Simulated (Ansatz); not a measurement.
The elements of this relaxed crystal are hidden behind letters.

```
lattice vectors (Å)
   5.7553    0.0000    0.0000
  -2.8777    4.9843    0.0000
   0.0000    0.0000    4.6541
fractional positions
X 0.8302 0.1698 0.2500
X 0.6604 0.8302 0.7500
X 0.8302 0.6604 0.2500
X 0.1698 0.8302 0.7500
X 0.3396 0.1698 0.2500
X 0.1698 0.3396 0.7500
Z 0.3333 0.6667 0.2500
Z 0.6667 0.3333 0.7500
```

These are results of DFT PBE, scalar-relativistic, plane waves, PAW in Ansatz, not measurements. The final run on the 8-atom cell used 420 eV, a Γ-centred 12×12×8 mesh, 0.10 eV smearing and no spin polarisation.

| Property | Result |
| --- | --- |
| Space group | P6_3/mmc (No. 194) |
| Conventional cell | a = 5.755 Å, c = 4.654 Å |
| Volume per atom | 16.69 Å³ |
| Density | 4.24 g/cm³ |
| Formation energy | −0.28 eV/atom |
| Gap on the 12×12×8 mesh of the 8-atom cell | 0 eV (a metal) |

Energies are uncorrected and count from the elements' standard states at the same level.

Q: X is a d-block element of period 4 and Z is a p-block element of period 3. Which elements are they?

A: X = Ti, Z = Al, so the formula is Ti3Al, here in the Ni3Sn (D0_19) type. Density times volume gives a mean mass of 4.24 × 16.69/1.6605 = 42.6 u per atom, and this set has 42.6 u. Ti has 8 Ti at 2.82–2.93 Å and 4 Al at 2.84–2.88 Å; around Al lie 12 Ti at 2.84–2.88 Å. Other sets within the hints have nearly the same mass, so mass alone doesn't settle it; this one was computed.

Symmetry constrained the relaxation, so the result can be a saddle point.
